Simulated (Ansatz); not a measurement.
Molecular dynamics on a 2×2×2 supercell (16 atoms) of LaP (Fm-3m), relaxed with r2SCAN. Forces come from r2SCAN in the PAW code Ansatz: constant energy and volume (NVE), velocities drawn at 1000 K, steps of 2 fs. Spin polarisation is off, nuclei are classical, and the run is far too short for thermal averages.

```yaml
crystal:
  lattice:
    - [0.0, 6.0748775467, 6.0748775467]
    - [6.0748775467, 0.0, 6.0748775467]
    - [6.0748775467, 6.0748775467, 0.0]
  atoms:
    - { symbol: La, position: [0.0, 0.0, 0.0] }
    - { symbol: P, position: [0.25, 0.25, 0.25] }
    - { symbol: La, position: [0.0, 0.0, 0.5] }
    - { symbol: P, position: [0.25, 0.25, 0.75] }
    - { symbol: La, position: [0.0, 0.5, 0.0] }
    - { symbol: P, position: [0.25, 0.75, 0.25] }
    - { symbol: La, position: [0.0, 0.5, 0.5] }
    - { symbol: P, position: [0.25, 0.75, 0.75] }
    - { symbol: La, position: [0.5, 0.0, 0.0] }
    - { symbol: P, position: [0.75, 0.25, 0.25] }
    - { symbol: La, position: [0.5, 0.0, 0.5] }
    - { symbol: P, position: [0.75, 0.25, 0.75] }
    - { symbol: La, position: [0.5, 0.5, 0.0] }
    - { symbol: P, position: [0.75, 0.75, 0.25] }
    - { symbol: La, position: [0.5, 0.5, 0.5] }
    - { symbol: P, position: [0.75, 0.75, 0.75] }
kpoints:
  mp_grid: { grid: [2, 2, 2] }
hamiltonian:
  xc: r2scan
scf:
  occupations: { method: fermi_dirac, width: 0.086 }
md:
  ensemble: nve
  temperature: 1000
  timestep: 2.0
  n_steps: 30
  initial_velocities: maxwell_boltzmann
  seed: 4867
```

Command: `ansatz run input.yaml --threads 4 --pin off --max-ram 3686MiB --backend cpu --events-out ev --progress --plain --runs-dir out`. It ended after 7.6 min on 4 threads of Arm Neoverse N1, on a shared host; peak host memory 2.6 GiB.

| step | t (fs) | T (K) | free energy F from step 0 (meV/atom) | kinetic energy (meV/atom) | largest force (eV/Å) |
| --- | --- | --- | --- | --- | --- |
| 0 | 0 | 1000 | 0.0 | 121.2 | 0.00 |
| 1 | 2 | 997 | 0.3 | 120.8 | 0.11 |
| 2 | 4 | 989 | 1.4 | 119.8 | 0.22 |
| 3 | 6 | 974 | 3.1 | 118.1 | 0.33 |
| 4 | 8 | 954 | 5.6 | 115.6 | 0.44 |
| 5 | 10 | 928 | 8.8 | 112.4 | 0.56 |
| 6 | 12 | 895 | 12.7 | 108.5 | 0.68 |
| 7 | 14 | 858 | 17.2 | 104.0 | 0.79 |
| 8 | 16 | 816 | 22.3 | 98.9 | 0.90 |
| 9 | 18 | 770 | 27.9 | 93.3 | 1.01 |
| 10 | 20 | 721 | 33.8 | 87.4 | 1.12 |
| 11 | 22 | 670 | 40.0 | 81.2 | 1.22 |
| 12 | 24 | 618 | 46.3 | 74.9 | 1.31 |
| 13 | 26 | 566 | 52.6 | 68.6 | 1.39 |
| 14 | 28 | 516 | 58.7 | 62.5 | 1.45 |
| 15 | 30 | 468 | 64.5 | 56.7 | 1.51 |
| 16 | 32 | 424 | 69.9 | 51.3 | 1.55 |
| 17 | 34 | 384 | 74.8 | 46.5 | 1.58 |
| 18 | 36 | 349 | 79.0 | 42.3 | 1.59 |
| 19 | 38 | 320 | 82.5 | 38.8 | 1.59 |
| 20 | 40 | 297 | 85.2 | 36.0 | 1.58 |
| 21 | 42 | 281 | 87.2 | 34.1 | 1.55 |
| 22 | 44 | 271 | 88.4 | 32.8 | 1.52 |
| 23 | 46 | 267 | 88.9 | 32.3 | 1.56 |
| 24 | 48 | 268 | 88.7 | 32.5 | 1.59 |

The temperature starts at 1000 K, is lowest at step 23 (267 K, 46 fs) and ends at 268 K. The atoms start on their lattice sites with kinetic energy alone, so much of it first passes into potential energy. The conserved energy stays within 0.09 meV an atom. By the last step the atoms have moved 0.23 Å in the root mean square, the drift of the whole cell taken out, 0.43 Å at most. The job's limit cut the run after 24 of 30 steps.

Positions (Å) and forces (eV/Å) at step 24:
```
La  -0.039   0.100  -0.032    -0.571  -0.547   0.332
P    3.352   2.972   3.346    -1.136   0.223  -0.859
La   3.091   3.040  -0.021    -0.429   0.889  -0.294
P    6.221   5.820   3.015    -0.187   0.899  -0.136
La   3.200   0.146   2.932    -0.862  -1.061   0.815
P    6.015   2.993   6.151    -0.001   0.319  -0.294
La   6.128   2.986   3.080     0.697   0.183  -0.093
P    8.810   6.017   6.164     0.995   0.523  -0.294
La   0.038   2.920   3.034    -0.055   0.083  -0.121
P    2.812   6.330   6.035     0.663  -1.184   0.265
La   2.908   5.914   3.039     1.279   0.726  -0.252
P    5.944   9.159   5.906     0.632  -0.193   0.860
La   2.962   3.171   6.202     0.077  -0.722  -0.084
P    6.211   5.968   9.055    -0.924   0.066   0.127
La   5.995   6.077   6.025     0.304  -0.120  -0.212
P    9.313   9.095   9.109    -0.481  -0.083   0.240
```
